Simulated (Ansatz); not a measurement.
Values for one crystal, relaxed and computed with DFT-r²SCAN in the program Ansatz with PAW potentials; other levels are named.

* **Volume per atom**: 16.00 Å³
* **Electronic character**: metallic (no gap)
* **Formation energy from the elements (no fitted shifts)**: 0.012 eV/atom
* **Gap with spin–orbit coupling**: none (metallic)
* **Mechanical stability**: stable (all eigenvalues of C positive)
* **Poisson's ratio**: 0.36
* **Elastic constants (relaxed ions, GPa)**: C11 = 298, C22 = 329, C33 = 283, C12 = 163, C13 = 151, C23 = 157, C44 = 65.1, C55 = 34.0, C66 = 83.3

Pick the material that matches.
A. Co3W, P6_3/mmc (Co on 6h, W on 2c)
B. TiW, Cmmm (Ti on 2a, W on 2c)
C. TiCo, CsCl type
D. TiBe2, cubic Laves (MgCu2 type)

B, TiW, Cmmm (Ti on 2a, W on 2c)

The first step of the workflow began from a Materials Project structure, measured or hypothetical; the Crystallography Open Database copy checked does not list it. With Ti and W taken as one species the cell has the higher symmetry Im-3m, so it may be an ordered model of a mixed-site phase. Whether it is the stable phase at ambient conditions was not checked. The r²SCAN relaxation kept the symmetry of its start; whether a distortion lowers the energy is not shown. No spin polarisation was allowed. As this level gives no gap, shear constants depend on the k-mesh and smearing (Fermi–Dirac, 0.1 eV here). On the denser mesh and wider smearing of the elastic run this cell carries a stress of 0.3 GPa. The references are the lowest solids computed at this level, not always the standard phases. Spin–orbit coupling is left out wherever it is not named.

Potentials: the later of the program's two PAW sets.
